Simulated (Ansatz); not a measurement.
Input and command of a plane-wave DFT calculation in Ansatz:

```yaml
crystal:
  lattice:
    - [1.5358767231, 0.8867388395, 5.9466821961]
    - [-1.5358767231, 0.8867388395, 5.9466821961]
    - [0.0, -1.773477679, 5.9466821961]
  atoms:
    - { symbol: Na, position: [0.7484, 0.7484, 0.7484] }
    - { symbol: Na, position: [0.5849, 0.5849, 0.5849] }
    - { symbol: F, position: [0.0, 0.0, 0.0] }
basis:
  ecutwfc: 420
kpoints:
  mp_grid: { grid: [6, 6, 6] }
hamiltonian:
  xc: pbe
scf:
  occupations: { method: gaussian, width: 0.1 }
  lower_state_search: "off"
output:
  forces: true
  stress: true
  eigenvalues: true
```

```bash
ansatz run input.yaml --threads 1 --pin off --max-ram 2560MiB --backend cpu --events-out ev --progress --plain --runs-dir out
```

Processor: Intel(R) Xeon(R) Platinum 8488C (Sapphire Rapids), 1 thread, on a host shared with other jobs.

Problem. How long does it run, and how much memory does it take?

Solution. About 1.5 s on 1 thread of Intel(R) Xeon(R) Platinum 8488C (Sapphire Rapids), with other jobs on the host, peak memory 0.34 GiB. It solves 17 bands at 32 k points (the mesh reduced by the symmetry that the task leaves, which can be less than the crystal's) with about 967 plane waves, in 6 SCF iterations.
